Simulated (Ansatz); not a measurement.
Ge2Pd:
```
Ge2Pd
1.0
    0.00000     3.03834     3.03834
    3.03834     0.00000     3.03834
    3.03834     3.03834     0.00000
Pd Ge
1 2
Direct
  0.00000   0.00000   0.00000
  0.25000   0.25000   0.25000
  0.75000   0.75000   0.75000
```

Relaxed with PBE. Special points in fractions of this cell's reciprocal vectors: Γ (0.000, 0.000, 0.000); X (0.500, 0.000, 0.500); U (0.625, 0.250, 0.625); K (0.375, 0.375, 0.750); L (0.500, 0.500, 0.500); W (0.500, 0.250, 0.750).

Q: List the band energies nearest the Fermi level at these points for PBE (plane waves, PAW; program Ansatz).

A: In eV from the Fermi level; about four levels below and three above (degenerate sets whole), none deeper than 8.9 eV; points with the same levels are listed once.

```csv
k,below,above
Γ,-5.07 -5.07 -5.07 -4.08 -3.41 -3.41,2.39 2.39 2.39
X,-3.02 -3.02 -2.83 -0.92,3.34 6.79 6.79
U,-3.70 -3.39 -2.61 -1.92,0.12 4.53 4.92
L,-3.32 -3.32 -0.32 -0.32,0.67 1.25 2.75 2.75
W,-3.46 -3.46 -3.07 -1.93,1.98 1.98 6.20
```

Space group Fm-3m (fluorite or antifluorite type). A made-up cell: these elements were put on the sites of a structure type; neither database checked (COD, Materials Project) lists it. Whether it is the stable phase at ambient conditions was not checked. Symmetry was held in the PBE relaxation; its stability against distortions is not shown here. No spin polarisation was allowed. Spin–orbit coupling is left out wherever it is not named.

Potentials: the later of the program's two PAW sets.
